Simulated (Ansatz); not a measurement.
**TiB: eigenvalues along the path**

```yaml
crystal:
  lattice:
    - [0.00000, 2.10100, 2.10100]
    - [2.10100, 0.00000, 2.10100]
    - [2.10100, 2.10100, 0.00000]
  atoms:
    - { symbol: Ti, position: [0.75000, 0.75000, 0.75000] }
    - { symbol: B, position: [0.00000, 0.00000, 0.00000] }
```

Atom numbers follow the list: Ti1, B2.

The cell is a database entry far from equilibrium at this level of theory, probably a faulty or high-pressure entry; it serves as a test geometry alone. It is an old determination, and later ones may differ.

Spin polarisation is left out, and whether a magnetic state lies lower isn't shown here.

Computed with Ansatz 0.2.0, DFT, LDA, all-electron LAPW, scalar-relativistic.

The runs use a Γ-centred 13×13×13 k mesh, Fermi–Dirac smearing of 0.05 eV, basis error target 0.25 meV/atom, no spin polarisation.

Path points, in fractions of the reciprocal vectors: Γ (0.000, 0.000, 0.000), X (-0.500, -0.500, 0.000), U (-0.375, -0.375, 0.250), K (-0.375, 0.000, 0.375), L (0.000, 0.000, 0.500), W (-0.500, -0.250, 0.250). Levels in eV from the Fermi level; bands 10 to 15, counted from the lowest band of the run. The gap is zero.

```
# k(1/Å) point b10 b11 b12 b13 b14 b15
0.000 Γ -8.74 -1.91 -1.91 -1.91 3.26 3.26
0.107 - -8.69 -1.94 -1.89 -1.89 3.20 3.27
0.214 - -8.55 -2.03 -1.81 -1.81 3.03 3.32
0.320 - -8.32 -2.16 -1.67 -1.67 2.75 3.40
0.427 - -8.01 -2.34 -1.48 -1.48 2.41 3.51
0.534 - -7.63 -2.54 -1.24 -1.24 2.03 3.64
0.641 - -7.20 -2.76 -0.94 -0.94 1.65 3.78
0.748 - -6.73 -2.98 -0.60 -0.60 1.30 3.94
0.854 - -6.27 -3.21 -0.22 -0.22 1.03 4.11
0.961 - -5.83 -3.42 0.21 0.21 0.86 4.27
1.068 - -5.43 -3.62 0.65 0.65 0.80 4.42
1.175 - -5.11 -3.80 0.85 1.10 1.10 4.54
1.282 - -4.87 -3.96 0.97 1.51 1.51 4.64
1.388 - -4.72 -4.07 1.09 1.82 1.82 4.70
1.495 X -4.66 -4.11 1.14 1.94 1.94 4.72
1.533 - -4.65 -4.11 1.13 1.93 1.94 4.71
1.571 - -4.64 -4.11 1.11 1.90 1.96 4.68
1.609 - -4.61 -4.10 1.07 1.86 1.97 4.64
1.646 - -4.57 -4.09 1.02 1.80 1.99 4.58
1.684 - -4.52 -4.09 0.96 1.73 2.00 4.51
1.722 - -4.46 -4.08 0.90 1.65 2.00 4.44
1.760 - -4.39 -4.06 0.83 1.56 1.98 4.37
1.797 - -4.32 -4.05 0.76 1.46 1.96 4.29
1.835 - -4.25 -4.03 0.68 1.35 1.93 4.21
1.873 - -4.18 -4.01 0.60 1.24 1.90 4.12
1.911 - -4.12 -3.96 0.50 1.13 1.88 4.04
1.948 - -4.10 -3.88 0.38 1.02 1.88 3.95
1.986 - -4.10 -3.79 0.24 0.90 1.90 3.86
2.024 U -4.10 -3.69 0.09 0.79 1.95 3.76
2.089 - -4.11 -3.62 -0.04 0.76 1.97 3.74
2.155 - -4.12 -3.54 -0.23 0.79 1.96 3.78
2.220 - -4.12 -3.44 -0.44 0.84 1.92 3.86
2.286 - -4.12 -3.35 -0.65 0.90 1.87 3.97
2.351 - -4.12 -3.26 -0.83 0.95 1.81 4.08
2.416 - -4.12 -3.19 -0.95 1.00 1.76 4.17
2.482 - -4.12 -3.17 -0.99 1.01 1.75 4.20
2.547 - -4.12 -3.19 -0.95 1.00 1.76 4.17
2.613 - -4.12 -3.26 -0.83 0.95 1.81 4.08
2.678 - -4.12 -3.35 -0.65 0.90 1.87 3.97
2.743 - -4.12 -3.44 -0.44 0.84 1.92 3.86
2.809 - -4.12 -3.54 -0.23 0.79 1.96 3.78
2.874 - -4.11 -3.62 -0.04 0.76 1.97 3.74
2.940 K -4.10 -3.69 0.09 0.79 1.95 3.76
3.053 - -4.18 -3.36 -0.44 0.46 2.28 3.48
3.166 - -4.35 -3.02 -0.99 0.16 2.83 3.19
3.279 - -4.61 -2.71 -1.46 -0.12 2.91 3.53
3.393 - -4.99 -2.47 -1.75 -0.37 2.67 4.22
3.506 - -5.45 -2.40 -1.76 -0.60 2.49 4.50
3.619 - -5.96 -2.44 -1.61 -0.81 2.38 4.29
3.733 - -6.50 -2.45 -1.48 -1.02 2.35 3.93
3.846 - -7.02 -2.41 -1.42 -1.23 2.41 3.62
3.959 - -7.50 -2.33 -1.45 -1.41 2.54 3.41
4.072 - -7.92 -2.22 -1.58 -1.55 2.72 3.30
4.186 - -8.27 -2.11 -1.72 -1.68 2.91 3.26
4.299 - -8.53 -2.01 -1.83 -1.80 3.09 3.25
4.412 - -8.69 -1.94 -1.89 -1.88 3.21 3.26
4.526 Γ -8.74 -1.91 -1.91 -1.91 3.26 3.26
4.618 - -8.70 -1.93 -1.90 -1.90 3.24 3.24
4.711 - -8.60 -1.97 -1.85 -1.85 3.20 3.20
4.803 - -8.42 -2.04 -1.77 -1.77 3.14 3.14
4.896 - -8.18 -2.12 -1.68 -1.68 3.07 3.07
4.988 - -7.89 -2.21 -1.57 -1.57 3.03 3.03
5.081 - -7.56 -2.30 -1.47 -1.47 3.02 3.02
5.173 - -7.19 -2.39 -1.38 -1.38 3.06 3.06
5.266 - -6.81 -2.45 -1.31 -1.31 3.17 3.17
5.358 - -6.44 -2.49 -1.26 -1.26 3.33 3.33
5.451 - -6.10 -2.49 -1.23 -1.23 3.54 3.54
5.543 - -5.81 -2.47 -1.22 -1.22 3.77 3.77
5.636 - -5.60 -2.42 -1.22 -1.22 3.98 3.98
5.728 - -5.46 -2.38 -1.23 -1.23 4.13 4.13
5.821 L -5.42 -2.36 -1.23 -1.23 4.19 4.19
5.896 - -5.40 -2.37 -1.24 -1.21 4.18 4.19
5.972 - -5.34 -2.39 -1.27 -1.14 4.13 4.21
6.047 - -5.24 -2.43 -1.31 -1.03 4.05 4.24
6.123 - -5.11 -2.49 -1.35 -0.88 3.90 4.27
6.198 - -4.96 -2.57 -1.39 -0.67 3.68 4.30
6.274 - -4.80 -2.67 -1.41 -0.42 3.38 4.32
6.349 - -4.62 -2.78 -1.39 -0.12 3.02 4.33
6.425 - -4.46 -2.90 -1.34 0.22 2.62 4.33
6.500 - -4.31 -3.01 -1.24 0.57 2.22 4.30
6.576 - -4.17 -3.12 -1.08 0.91 1.86 4.24
6.651 - -4.07 -3.22 -0.88 1.01 1.74 4.15
6.727 - -3.99 -3.30 -0.63 0.75 1.96 4.02
6.802 - -3.94 -3.35 -0.34 0.41 2.22 3.90
6.878 W -3.92 -3.37 -0.12 0.16 2.32 3.84
6.931 - -3.92 -3.39 -0.08 0.17 2.32 3.84
6.985 - -3.93 -3.47 0.02 0.20 2.31 3.86
7.038 - -3.94 -3.57 0.18 0.25 2.30 3.88
7.091 - -3.96 -3.71 0.31 0.38 2.28 3.92
7.145 - -3.98 -3.85 0.39 0.61 2.25 3.97
7.198 - -4.00 -4.00 0.48 0.84 2.22 4.04
7.252 - -4.14 -4.02 0.58 1.08 2.19 4.12
7.305 - -4.27 -4.04 0.69 1.29 2.15 4.22
7.359 - -4.38 -4.06 0.79 1.49 2.11 4.33
7.412 - -4.48 -4.08 0.90 1.65 2.06 4.44
7.465 - -4.56 -4.09 0.99 1.78 2.02 4.55
7.519 - -4.61 -4.10 1.07 1.87 1.98 4.64
7.572 - -4.65 -4.11 1.12 1.92 1.95 4.70
7.626 X -4.66 -4.11 1.14 1.94 1.94 4.72
```
